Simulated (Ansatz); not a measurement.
Li2O (anti-fluorite), conventional cell a = b = c = 4.626 Å, α = β = γ = 90.00°. The calculation uses the primitive cell of 3 atoms, to which meshes and values per cell refer.

Two coordinates are scanned: the volume, and the ratio of the stretch along z (the conventional c axis) to the stretch across it. Atoms keep their fractional coordinates.

All values below come from PBE (plane waves to 420 eV, PAW, scalar-relativistic; Ansatz, a quantum-chemistry and plane-wave program). k mesh 12×12×12 (Γ-centred), Fermi-Dirac smearing 0.05 eV. Compression counts positive. Li2O was relaxed with its symmetry unable to fall. 

Problem. What σzz (GPa) does the calculation give at all points of the grid V/V₀ = 0.920, 0.947, 0.973, 1.000, 1.027, 1.053, 1.080 by (c/a)/(c/a)₀ = 0.960, 0.973, 0.987, 1.000, 1.013, 1.027, 1.040?

Solution. σzz (GPa), with V/V₀ across and (c/a)/(c/a)₀ down:

```tsv
(c/a)/(c/a)₀ \ V/V₀	0.920	0.947	0.973	1.000	1.027	1.053	1.080
0.960	13.0	9.9	7.2	4.9	2.8	0.9	-0.7
0.973	11.3	8.2	5.6	3.3	1.2	-0.6	-2.2
0.987	9.5	6.5	3.9	1.6	-0.4	-2.2	-3.7
1.000	7.8	4.8	2.3	0.0	-2.0	-3.7	-5.3
1.013	6.0	3.1	0.6	-1.6	-3.6	-5.3	-6.8
1.027	4.2	1.4	-1.1	-3.3	-5.2	-6.9	-8.3
1.040	2.4	-0.4	-2.8	-5.0	-6.8	-8.5	-9.9
```

(Under strain, the slope of the energy per volume gives the stress and its curvature an elastic modulus.)
